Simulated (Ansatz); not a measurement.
This Ti4W structure is the end of a relaxation. The cell was found from a structure generator's guess, not taken from experiment.

Computed with Ansatz, DFT PBE, scalar-relativistic, plane waves, PAW. Cutoff 420 eV, Γ-centred mesh, Gaussian smearing, no spin polarisation.

```
Ti W
1.0
    -1.59101    1.59101    8.38433
     1.59101   -1.59101    8.38433
     1.59101    1.59101   -8.38433
Ti W
4 1
Direct
  0.80208 0.80208 0.00000
  0.41017 0.41017 0.00000
  0.58983 0.58983 0.00000
  0.19792 0.19792 0.00000
  0.00000 0.00000 0.00000
```

Formation energies are uncorrected and refer to the elements' standard structures at the same level.

(1) Find its symmetry and describe it.

(2) What is its formation energy per atom?

(3) Is it a metal?

Answers

(1) I4/mmm (No. 139), with Ti and W ordered on bcc sites. Conventional cell: a = 3.182 Å, c = 16.769 Å. Around Ti on its first site lie 8 Ti at 2.85–2.89 Å, 4 Ti at 3.18 Å, 1 W at 3.32 Å and 1 Ti at 3.56 Å; Ti on its second site has 4 W at 2.71 Å, 9 Ti at 2.89–3.18 Å and 1 Ti at 3.56 Å; W has 8 Ti at 2.71 Å, 4 W at 3.18 Å and 2 Ti at 3.32 Å.

(2) +0.07 eV/atom. The separate elements lie lower, so it is unstable against them.

(3) Yes, bands cross the Fermi level on the 16×16×16 mesh.

The last run used a 16×16×16 mesh for its 5-atom cell and Gaussian smearing of 0.10 eV. Spin–orbit coupling, which can matter for W, is left out. Symmetry constrained the relaxation, so the result can be a saddle point. Another cell of Ti4W relaxed alike, in R-3m, lies 33 meV/atom lower, so this cell isn't the stable form at this level.
